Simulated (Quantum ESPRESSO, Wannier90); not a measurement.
**Wannierisation of ZrIr3 (Cu3Au type)**

Cell from Materials Project (mp-1438), symmetrised, no further relaxation. COD (Crystallography Open Database) has an entry of this formula and space group (matched by these alone). Method: LDA plane waves in Quantum ESPRESSO 7.5 (PseudoDojo norm-conserving files, 56 Ry, no spin polarisation, no spin-orbit coupling), Bloch states on a 4×4×4 mesh through Γ, Wannier90 4.0.1. Density: 10×10×10 mesh, cold smearing 0.01 Ry. Spin-orbit coupling is left out although heavy elements are present.

On the energy scale of pw.x, whose zero is arbitrary, the Fermi level lies at 21.94 eV.

Input w.win:

```
num_bands = 1
num_wann = 1
exclude_bands = 1-12,14-69
num_iter = 1000
conv_tol = 1.0e-6
conv_window = 4
write_hr = true
write_u_matrices = true
auto_projections = true
begin unit_cell_cart
ang
    3.9596800000    0.0000000000    0.0000000000
    0.0000000000    3.9596800000    0.0000000000
    0.0000000000    0.0000000000    3.9596800000
end unit_cell_cart
begin atoms_frac
Zr   0.0000000000  0.0000000000  0.0000000000
Ir   0.5000000000  0.5000000000  0.0000000000
Ir   0.0000000000  0.5000000000  0.5000000000
Ir   0.5000000000  0.0000000000  0.5000000000
end atoms_frac
mp_grid = 4 4 4
begin kpoints
0.0000000000 0.0000000000 0.0000000000
0.0000000000 0.0000000000 0.2500000000
0.0000000000 0.0000000000 0.5000000000
... (61 more lines: the 4x4x4 mesh through Gamma)
end kpoints
```

Input of pw2wannier90.x that gives the overlap and projection files (equivalent; here they were cut from one run over all bands):

```
&inputpp
  outdir = './out'
  prefix = 'pwscf'
  seedname = 'w'
  write_amn = .true.
  write_mmn = .true.
  atom_proj = .true.
  atom_proj_exclude = 2 3 4 5 6 7 8 9 10 11 12 13 14 15 16 17 18 19 20 21 22 23 24 25 26 27 28 29 30 31 32 33 34 35 36 37 38 39 40
/
```

Output w.wout (banner and timings cut):

```
                                    ------
                                    SYSTEM
                                    ------

                              Lattice Vectors (Ang)
                    a_1     3.959680   0.000000   0.000000
                    a_2     0.000000   3.959680   0.000000
                    a_3     0.000000   0.000000   3.959680

                   Unit Cell Volume:      62.08408  (Ang^3)

                        Reciprocal-Space Vectors (Ang^-1)
                    b_1     1.586791   0.000000   0.000000
                    b_2     0.000000   1.586791   0.000000
                    b_3     0.000000   0.000000   1.586791

 *----------------------------------------------------------------------------*
 |   Site       Fractional Coordinate          Cartesian Coordinate (Ang)     |
 +----------------------------------------------------------------------------+
 | zr   1   0.00000   0.00000   0.00000   |    0.00000   0.00000   0.00000    |
 | ir   1   0.50000   0.50000   0.00000   |    1.97984   1.97984   0.00000    |
 | ir   2   0.00000   0.50000   0.50000   |    0.00000   1.97984   1.97984    |
 | ir   3   0.50000   0.00000   0.50000   |    1.97984   0.00000   1.97984    |
 *----------------------------------------------------------------------------*
                                ------------
                                K-POINT GRID
                                ------------

             Grid size =  4 x  4 x  4      Total points =   64

 *---------------------------------- MAIN ------------------------------------*
 |  Number of Wannier Functions               :                 1             |
 |  Number of Objective Wannier Functions     :                 1             |
 |  Number of input Bloch states              :                 1             |
 |  Output verbosity (1=low, 5=high)          :                 1             |
 |  Timing Level (1=low, 5=high)              :                 1             |
 |  Optimisation (0=memory, 3=speed)          :                 3             |
 |  Length Unit                               :               Ang             |
 |  Post-processing setup (write *.nnkp)      :                 F             |
 |  Using Gamma-only branch of algorithms     :                 F             |
 *----------------------------------------------------------------------------*
 *------------------------------- WANNIERISE ---------------------------------*
 |  Total number of iterations                :              1000             |
 |  Number of CG steps before reset           :                 5             |
 |  Trial step length for line search         :             2.000             |
 |  Convergence tolerence                     :         0.100E-05             |
 |  Convergence window                        :                 4             |
 |  Iterations between writing output         :                 1             |
 |  Iterations between backing up to disk     :               100             |
 |  Write r^2_nm to file                      :                 F             |
 |  Write xyz WF centres to file              :                 F             |
 |  Write on-site energies <0n|H|0n> to file  :                 F             |
 |  Use guiding centre to control phases      :                 F             |
 |  Use phases for initial projections        :                 F             |
 *----------------------------------------------------------------------------*
 *-------------------------------- PLOTTING ----------------------------------*
 |  Plotting Hamiltonian in WF basis          :                 T             |
 *----------------------------------------------------------------------------*

       ... (k-mesh section left out)

 Starting a new Wannier90 calculation ...

 Reading overlaps from w.mmn

 Reading projections from w.amn

 *------------------------------- WANNIERISE ---------------------------------*
 +--------------------------------------------------------------------+<-- CONV
 | Iter  Delta Spread     RMS Gradient      Spread (Ang^2)            |<-- CONV
 +--------------------------------------------------------------------+<-- CONV

 ------------------------------------------------------------------------------
 Initial State
  WF centre and spread    1  ( -0.000000, -0.000000, -0.000000 )     0.84439730
  Sum of centres and spreads ( -0.000000, -0.000000, -0.000000 )     0.84439730

      0     0.844E+00     0.0000000000        0.8443972962  <-- CONV
        O_D=      0.0000000 O_OD=      0.0000000 O_TOT=      0.8443973 <-- SPRD
 ------------------------------------------------------------------------------
      1     0.000E+00     0.0000000000        0.8443972962  <-- CONV
        O_D=      0.0000000 O_OD=      0.0000000 O_TOT=      0.8443973 <-- SPRD
      2     0.000E+00     0.0000000000        0.8443972962  <-- CONV
        O_D=      0.0000000 O_OD=      0.0000000 O_TOT=      0.8443973 <-- SPRD
      3     0.000E+00     0.0000000000        0.8443972962  <-- CONV
        O_D=      0.0000000 O_OD=      0.0000000 O_TOT=      0.8443973 <-- SPRD
      4     0.000E+00     0.0000000000        0.8443972962  <-- CONV
        O_D=      0.0000000 O_OD=      0.0000000 O_TOT=      0.8443973 <-- SPRD
             <<<     Delta < 1.000E-06  over  4 iterations     >>>
             <<< Wannierisation convergence criteria satisfied >>>
 Final State
  WF centre and spread    1  ( -0.000000, -0.000000, -0.000000 )     0.84439730
  Sum of centres and spreads ( -0.000000, -0.000000, -0.000000 )     0.84439730

         Spreads (Ang^2)       Omega I      =     0.844397296
        ================       Omega D      =     0.000000000
                               Omega OD     =     0.000000000
    Final Spread (Ang^2)       Omega Total  =     0.844397296
```
